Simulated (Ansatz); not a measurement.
Data:

AlPt:
```yaml
crystal:
  lattice:
    - [4.86849, 0.00000, 0.00000]
    - [0.00000, 4.86849, 0.00000]
    - [0.00000, 0.00000, 4.86849]
  atoms:
    - { symbol: Al, position: [0.84417, 0.84417, 0.84417] }
    - { symbol: Al, position: [0.65583, 0.15583, 0.34417] }
    - { symbol: Al, position: [0.34417, 0.65583, 0.15583] }
    - { symbol: Al, position: [0.15583, 0.34417, 0.65583] }
    - { symbol: Pt, position: [0.15398, 0.15398, 0.15398] }
    - { symbol: Pt, position: [0.34602, 0.84602, 0.65398] }
    - { symbol: Pt, position: [0.65398, 0.34602, 0.84602] }
    - { symbol: Pt, position: [0.84602, 0.65398, 0.34602] }
```

This is the PBEsol-relaxed structure.

Task: All from plane-wave PAW PBEsol (Ansatz code), unless another level is named. Estimate the density of states at the Fermi level.

Result: 0.11 states/eV per atom (mean over ±0.08 eV).

Task: Give the formation energy from the elements (no fitted shifts).

Result: -101 kJ/mol of atoms.

Space group P2_13. The workflow started from a Materials Project entry (that database holds measured and hypothetical structures alike); the Crystallography Open Database copy checked does not list it. With Al and Pt taken as one species the cell has the higher symmetry Pa-3, so it may be an ordered model of a mixed-site phase. Its standing as an ambient phase is unchecked. Symmetry was held in the PBEsol relaxation; its stability against distortions is not shown here. The run is not spin-polarised. The references are the lowest solids computed at this level, not always the standard phases. Scalar-relativistic: spin–orbit coupling is off unless named, which matters more the heavier the elements.

Potentials: the later of the program's two PAW sets.
